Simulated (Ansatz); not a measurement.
What does Ansatz print for the nuclei with this input?

The cell is a Materials Project structure (computed, not necessarily an observed phase), atoms as given.

```yaml
crystal:
  lattice:
    - [4.4750112841, 0.0, 0.0]
    - [-0.0051652096, 9.9339979351, 0.0]
    - [-0.0463536949, -1.0909121286, 11.2930492661]
  atoms:
    - { symbol: Li, position: [0.20433, 0.756082, 0.35924] }
    - { symbol: Se, position: [0.292698, 0.11748, 0.261393] }
    - { symbol: Se, position: [0.796922, 0.290375, 0.911727] }
    - { symbol: Se, position: [0.215243, 0.710027, 0.079188] }
    - { symbol: Se, position: [0.702793, 0.882243, 0.740655] }
    - { symbol: Au, position: [0.011513, 0.412278, 0.184328] }
    - { symbol: Au, position: [0.003813, 0.00168, 0.998971] }
    - { symbol: Au, position: [0.991319, 0.59026, 0.81242] }
    - { symbol: Au, position: [0.98599, 0.0007, 0.50022] }
    - { symbol: Cl, position: [0.647995, 0.514988, 0.670822] }
    - { symbol: Cl, position: [0.331118, 0.512485, 0.333144] }
    - { symbol: Cl, position: [0.716543, 0.790952, 0.452477] }
    - { symbol: Cl, position: [0.286001, 0.19271, 0.534047] }
    - { symbol: O, position: [0.346493, 0.038178, 0.118918] }
    - { symbol: O, position: [0.316399, 0.653564, 0.936496] }
    - { symbol: O, position: [0.983562, 0.220208, 0.245392] }
    - { symbol: O, position: [0.919217, 0.822007, 0.062931] }
    - { symbol: O, position: [0.945186, 0.599461, 0.127114] }
    - { symbol: O, position: [0.093696, 0.179621, 0.932327] }
    - { symbol: O, position: [0.696072, 0.344509, 0.056363] }
    - { symbol: O, position: [0.016077, 0.778425, 0.75416] }
    - { symbol: O, position: [0.107061, 0.979743, 0.321178] }
    - { symbol: O, position: [0.062156, 0.406456, 0.870711] }
    - { symbol: O, position: [0.65454, 0.961997, 0.882782] }
    - { symbol: O, position: [0.895486, 0.01232, 0.680379] }
kpoints:
  mp_grid: { grid: [8, 4, 3] }
scf:
  occupations: { method: fermi_dirac, width: 0.05 }
hamiltonian:
  xc: r2scan
  pseudopotentials: { kind: paw }
output:
  forces: true
  stress: true
  populations: true
  efg:
    quadrupole_moments_barn: { Li: -0.0401, Au: 0.547, Cl: -0.08112, O: -0.02558 }
    contact_densities: true
  write_density: true
  write_potential: true
  elf: true
  volumetric_format: npy
```

```sh
ansatz run input.yaml --threads 2 --pin off --max-ram 5120MiB --backend cpu --events-out ev --progress --plain --runs-dir out
```

Of the output, the block on the nuclei alone is shown; the set-up, the SCF iterations, energies, forces and stress are cut. One atom of each set with nearly equal values is shown.

```
--- PAW observables at the nuclei: V_zz in 10²¹ V/m², potentials from the cell's mean, atoms counted from 1 ---
  atom   1  Li V_zz =    +0.158784   η = 0.4297   by run symmetry: allowed   C_q = -0.1540 MHz
            electrostatic potential = -166.403748 V   contact ρ = 93.867509 e/Å³
  atom   2  Se V_zz =   -32.377803   η = 0.1008   by run symmetry: allowed
            electrostatic potential = -4703.420959 V   contact ρ = 262687.770258 e/Å³
  atom   3  Se V_zz =   -31.848923   η = 0.0952   by run symmetry: allowed
            electrostatic potential = -4703.672962 V   contact ρ = 262684.870937 e/Å³
  atom   4  Se V_zz =   -32.157290   η = 0.0521   by run symmetry: allowed
            electrostatic potential = -4703.455317 V   contact ρ = 262681.130713 e/Å³
  atom   5  Se V_zz =   -32.588520   η = 0.1555   by run symmetry: allowed
            electrostatic potential = -4703.507791 V   contact ρ = 262684.619097 e/Å³
  atom   6  Au V_zz =    -4.239751   η = 0.2359   by run symmetry: allowed   C_q = -56.0766 MHz
            electrostatic potential = -16443.275667 V   contact ρ = 13072747.826827 e/Å³
  atom   7  Au V_zz =    -6.280898   η = 0.5170   by run symmetry: allowed   C_q = -83.0737 MHz
            electrostatic potential = -16442.979991 V   contact ρ = 13072792.986504 e/Å³
  atom   8  Au V_zz =    +4.525260   η = 0.8258   by run symmetry: allowed   C_q = +59.8529 MHz
            electrostatic potential = -16443.018694 V   contact ρ = 13072804.867976 e/Å³
  atom   9  Au V_zz =    +2.491168   η = 0.5069   by run symmetry: allowed   C_q = +32.9492 MHz
            electrostatic potential = -16443.168511 V   contact ρ = 13072774.789299 e/Å³
  atom  10  Cl V_zz =   +30.577044   η = 0.0566   by run symmetry: allowed   C_q = -59.9760 MHz
            electrostatic potential = -1773.902670 V   contact ρ = 24063.308827 e/Å³
  atom  11  Cl V_zz =   +23.411888   η = 0.1903   by run symmetry: allowed   C_q = -45.9218 MHz
            electrostatic potential = -1773.511708 V   contact ρ = 24062.490335 e/Å³
  atom  12  Cl V_zz =   +18.400091   η = 0.3066   by run symmetry: allowed   C_q = -36.0913 MHz
            electrostatic potential = -1773.096451 V   contact ρ = 24061.731422 e/Å³
  atom  13  Cl V_zz =   +28.447989   η = 0.0520   by run symmetry: allowed   C_q = -55.8000 MHz
            electrostatic potential = -1773.853577 V   contact ρ = 24063.817872 e/Å³
  atom  14  O  V_zz =   +14.981747   η = 0.7731   by run symmetry: allowed   C_q = -9.2665 MHz
            electrostatic potential = -618.699751 V   contact ρ = 2155.620443 e/Å³
  atom  15  O  V_zz =   +14.045221   η = 0.7497   by run symmetry: allowed   C_q = -8.6873 MHz
            electrostatic potential = -618.759859 V   contact ρ = 2155.981960 e/Å³
  atom  16  O  V_zz =   +15.224040   η = 0.8715   by run symmetry: allowed   C_q = -9.4164 MHz
            electrostatic potential = -618.821185 V   contact ρ = 2155.667965 e/Å³
  atom  17  O  V_zz =   -15.303068   η = 0.9251   by run symmetry: allowed   C_q = +9.4653 MHz
            electrostatic potential = -618.783106 V   contact ρ = 2155.931971 e/Å³
  atom  18  O  V_zz =   +15.451981   η = 0.8548   by run symmetry: allowed   C_q = -9.5574 MHz
            electrostatic potential = -618.767492 V   contact ρ = 2155.946095 e/Å³
  atom  19  O  V_zz =   -15.715730   η = 0.9015   by run symmetry: allowed   C_q = +9.7205 MHz
            electrostatic potential = -618.972784 V   contact ρ = 2155.863381 e/Å³
  atom  20  O  V_zz =   +14.430095   η = 0.7648   by run symmetry: allowed   C_q = -8.9253 MHz
            electrostatic potential = -619.005228 V   contact ρ = 2155.915887 e/Å³
  atom  21  O  V_zz =   +14.726071   η = 0.9657   by run symmetry: allowed   C_q = -9.1084 MHz
            electrostatic potential = -618.779220 V   contact ρ = 2155.688185 e/Å³
  atom  22  O  V_zz =   +14.550128   η = 0.8801   by run symmetry: allowed   C_q = -8.9996 MHz
            electrostatic potential = -618.606830 V   contact ρ = 2155.462617 e/Å³
  atom  23  O  V_zz =   +15.684749   η = 0.9403   by run symmetry: allowed   C_q = -9.7014 MHz
            electrostatic potential = -618.938005 V   contact ρ = 2155.610478 e/Å³
  atom  24  O  V_zz =   +15.087530   η = 0.8066   by run symmetry: allowed   C_q = -9.3320 MHz
            electrostatic potential = -618.695950 V   contact ρ = 2155.628748 e/Å³
  atom  25  O  V_zz =   +15.043569   η = 0.8631   by run symmetry: allowed   C_q = -9.3048 MHz
            electrostatic potential = -618.875792 V   contact ρ = 2156.085787 e/Å³
```

Hardware: 2 threads of Intel Xeon Processor @ 2.50GHz (Skylake/Cascade Lake) (x86_64; 62 cores open to the job, memory cap 5.0 GiB, no GPU), a shared host with a load of 0.9 a core. Wall time 20 min, CPU time 38 min, peak memory 4 GiB.

At this cell the principal stresses reach 5 GPa in size with r2SCAN, which can matter for small gradients. The largest force is 1.0 eV/Å, so the atoms aren't at the calculated equilibrium and relaxing them would move these values. The run finds no gap above 0.1 eV (a metal, or nearly one), so the gradients can move by 10 % or more with the k-mesh. Spin–orbit coupling is left out, which shifts gradients on Au by a few per cent in wide-gap crystals, and can shift them far more where the calculated gap is small or absent, as here. With these PAW files V_zz is typically within 2 to 3 % of all-electron values, but misses above 10 % occur on Au, Li.
